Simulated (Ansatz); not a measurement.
The elements of this relaxed trial crystal are hidden behind letters.

```
lattice vectors (Å)
   5.1282    0.0000    0.0000
   0.0000    5.1282    0.0000
   0.0000    0.0000    5.1282
fractional positions
X 0.5000 0.0000 0.0000
X 0.0000 0.5000 0.0000
X 0.0000 0.0000 0.5000
X 0.5000 0.5000 0.5000
Z 0.0000 0.0000 0.0000
```

Level of theory: Ansatz, DFT PBE, scalar-relativistic, plane waves, PAW. Plane waves to 420 eV, an 8×8×8 mesh through Γ for the 5-atom cell and 0.10 eV Gaussian smearing; no spin polarisation.

- Space group: Pm-3m (No. 221)
- Conventional cell: a = 5.128 Å
- Volume per atom: 26.97 Å³
- Density: 3.62 g/cm³
- Formation energy: −0.06 eV/atom
- Gap on the 8×8×8 mesh of the 5-atom cell: 0 eV (a metal)

Energies are uncorrected and count from the elements' standard states at the same level.

Q: X is an s-block element of period 3 and Z is a d-block element of period 6. Which elements are they?

A: X = Mg, Z = Au, so the formula is Mg4Au. Density times volume gives a mean mass of 3.62 × 26.97/1.6605 = 58.8 u per atom, and this set has 58.8 u. Among the elements that the hints allow, only these give it. Mg on a site of symmetry 4/mmm is surrounded by 2 Au at 2.56 Å and 12 Mg at 3.63 Å; around Mg on a site of symmetry m-3m lie 12 Mg at 3.63 Å; Au is surrounded by 6 Mg at 2.56 Å.

Spin–orbit coupling, which can matter for Au, is left out. A later test with randomly moved atoms led to a structure 200 meV/atom lower, so this end is a saddle point or a shallow minimum.
